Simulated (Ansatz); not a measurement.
AgW:
```xyz
2
Lattice="2.6895 0.0000 0.0000 0.0000 2.6895 0.0000 0.0000 0.0000 4.5679" Properties=species:S:1:pos:R:3 pbc="T T T"
Ag     0.0000     0.0000     0.0000
W      1.3448     1.3448     2.2840
```

Relaxed with PBE. Special points in fractions of this cell's reciprocal vectors: Γ (0.000, 0.000, 0.000); X (0.000, 0.500, 0.000); M (0.500, 0.500, 0.000); Z (0.000, 0.000, 0.500); R (0.000, 0.500, 0.500); A (0.500, 0.500, 0.500).

Q: List the band energies nearest the Fermi level at these points for PBE with spin–orbit coupling (plane waves, PAW; program Ansatz).

A: In eV from the Fermi level; about four levels below and three above (degenerate sets whole), none deeper than 8.9 eV; points with the same levels are listed once.

| k | below | above |
|---|---|---|
| Γ | -2.57 -2.57 -0.08 -0.08 | 2.69 2.69 3.06 3.06 |
| X | -3.30 -3.30 -2.14 -2.14 | 0.42 0.42 1.20 1.20 |
| M | -2.43 -2.43 -2.17 -2.17 | 0.07 0.07 0.27 0.27 |
| Z | -3.25 -3.25 -1.66 -1.66 | 2.11 2.11 2.43 2.43 |
| R | -1.45 -1.45 -0.55 -0.55 | 0.23 0.23 1.48 1.48 |
| A | -2.35 -2.35 -2.21 -2.21 | 1.15 1.15 6.87 6.87 |

Space group P4/mmm (L1₀ or tetragonal B2). The start of the workflow was typed in or built on a structure type; neither database checked (COD, Materials Project) lists it. Its standing as an ambient phase is unchecked. Symmetry was held in the PBE relaxation; its stability against distortions is not shown here. No spin polarisation was allowed. Its formation energy is positive at this level, so the cell may be metastable or incomplete.

Potentials: the earlier of the program's two PAW sets.
